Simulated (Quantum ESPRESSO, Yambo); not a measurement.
# GaN under isotropic strain

```xyz
2
Lattice="0.0000 2.2498 2.2498 2.2498 0.0000 2.2498 2.2498 2.2498 0.0000" Properties=species:S:1:pos:R:3 pbc="T T T"
N      1.1249     1.1249     1.1249
Ga     0.0000     0.0000     0.0000
```

GaN (zinc blende, space group F-43m, No. 216) under isotropic strain (on all lattice vectors), counted from the cell relaxed with PBEsol, atoms relaxed at each step. PBEsol (pw.x of Quantum ESPRESSO, ONCV potentials, no spin-orbit coupling); G0W0 and BSE in Yambo (6×6×6 Γ-centred k mesh, 90 bands and a 14 Ry block in the screening, 90 bands in G with the Bruneval-Gonze terminator, plasmon pole fitted at 27.2 eV; BSE 10×10×10 mesh, 3 valence and 1 conduction bands, static screening with 17 bands and a 4 Ry block, scissor from each state's G0W0).

```json
[
 {"strain (%)": "-3", "pressure (GPa)": "20.9", "PBEsol gap (eV)": "2.33", "kind": "direct", "G0W0 direct gap (eV)": "3.01 at Γ", "lowest vertical BSE state (eV)": "not resolved", "RPA ε∞ along x": "–"},
 {"strain (%)": "-1.5", "pressure (GPa)": "9.4", "PBEsol gap (eV)": "2.03", "kind": "direct", "G0W0 direct gap (eV)": "2.68 at Γ", "lowest vertical BSE state (eV)": "not resolved", "RPA ε∞ along x": "–"},
 {"strain (%)": "-0.7", "pressure (GPa)": "4.1", "PBEsol gap (eV)": "1.87", "kind": "direct", "G0W0 direct gap (eV)": "2.50 at Γ", "lowest vertical BSE state (eV)": "not resolved", "RPA ε∞ along x": "–"},
 {"strain (%)": "0", "pressure (GPa)": "0.0", "PBEsol gap (eV)": "1.74", "kind": "direct", "G0W0 direct gap (eV)": "2.34 at Γ", "lowest vertical BSE state (eV)": "not resolved", "RPA ε∞ along x": "–"},
 {"strain (%)": "+1", "pressure (GPa)": "-5.2", "PBEsol gap (eV)": "1.54", "kind": "direct", "G0W0 direct gap (eV)": "2.11 at Γ", "lowest vertical BSE state (eV)": "not resolved", "RPA ε∞ along x": "–"},
 {"strain (%)": "+2", "pressure (GPa)": "-9.8", "PBEsol gap (eV)": "1.35", "kind": "direct", "G0W0 direct gap (eV)": "1.88 at Γ", "lowest vertical BSE state (eV)": "not resolved", "RPA ε∞ along x": "–"}
]
```

Between -0.7 % and +1 % the direct gap at Γ has a volume deformation potential dE/dlnV of -7.7 eV in G0W0 and -6.5 eV in PBEsol.

GW, BSE and RPA settings are held fixed; their convergence isn't established. Strains are linear. Spin-orbit splittings are left out.

The standard potential for Ga keeps a d shell in the valence without the s and p states of that shell. In tests on such compounds this moved G0W0 gaps by up to about 0.9 eV, so absolute quasiparticle energies here are unreliable; differences between settings are what counts.

This is not the ordinary phase of the substance; no match was found in the copy of COD used, and its stability was not checked.
